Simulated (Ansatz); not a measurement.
KCl (rock salt) is sheared across one {100} plane: the third cell vector gains the shift, so faults repeat every 9.6 Å. The cut lies between planes 3.19 Å apart; the cell height is held.

```xyz
6
Lattice="4.5122 0.0000 0.0000 0.0000 4.5122 0.0000 2.2561 2.2561 9.5718" Properties=species:S:1:pos:R:3 pbc="T T T"
Cl     1.8801     1.8801     7.9765
Cl     1.8801     1.8801     1.5953
Cl     4.1362     4.1362     4.7859
K      4.1362     4.1362     1.5953
K      1.8801     1.8801     4.7859
K      4.1362     4.1362     7.9765
```

In-plane vectors a = (4.512, 0.000) Å, b = (0.000, 4.512) Å, area 20.36 Å². The shift is s times the vector a (length 4.512 Å), so s = 1 restores the start. Atoms relax along the normal only. γ = [E(shift) − E(0)] / area.

Level of theory: PBE (plane waves to 420 eV, PAW, scalar-relativistic; Ansatz, an electronic-structure program). k mesh 6×6×6 (Γ-centred), Fermi-Dirac smearing 0.05 eV. Energies are extrapolated to zero smearing. Faults lie only 9.6 Å apart, and holding the cell height raises γ above its relaxed value. KCl was relaxed with its symmetry unable to fall. γ is measured from zero shift.

Q: Estimate the γ (meV/Å²) for s = 0.250, 0.333, 0.500, 0.583, 0.833, 0.917.

A: 
```json
[
 {"s": "0.250", "γ (meV/Å²)": "7.1"},
 {"s": "0.333", "γ (meV/Å²)": "11.1"},
 {"s": "0.500", "γ (meV/Å²)": "15.1"},
 {"s": "0.583", "γ (meV/Å²)": "14.0"},
 {"s": "0.833", "γ (meV/Å²)": "3.4"},
 {"s": "0.917", "γ (meV/Å²)": "0.9"}
]
```

(The slope of γ gives the shear force per area between the displaced halves; near zero shift its curvature is an elastic stiffness.)
